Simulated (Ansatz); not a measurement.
Values for one crystal, relaxed and computed with DFT-r²SCAN in the program Ansatz with PAW potentials; other levels are named.

- Volume per atom: 8.75 Å³
- Electronic character: metallic (no gap)
- Density of states at the Fermi level: 0.44 states/eV per atom (mean over ±0.08 eV)
- Bulk modulus (Birch–Murnaghan fit): 331 GPa
- Formation energy from the elements (no fitted shifts): -0.053 eV/atom
- Gap with spin–orbit coupling: none (metallic)
- Pressure derivative B′: 4.2

Task: Pick the material that matches.
(A) YbSi2, P6/mmm (Yb on 1a, Si on 2d)
(B) MgB2, MoSi2 or CaC2 type
(C) Ge2W, MoSi2 or CaC2 type
(D) B2W, P6/mmm (W on 1a, B on 2d)

Result: D, B2W, P6/mmm (W on 1a, B on 2d)

The workflow started from an entry of the Crystallography Open Database (COD), which files this formula under 2 space groups. Whether it is the stable phase at ambient conditions was not checked. The cell was relaxed with r²SCAN under the symmetry of its start; its stability against distortions is not shown here. The run is not spin-polarised. The references are the lowest solids computed at this level, not always the standard phases. Spin–orbit coupling is left out wherever it is not named.

Potentials: the later of the program's two PAW sets.
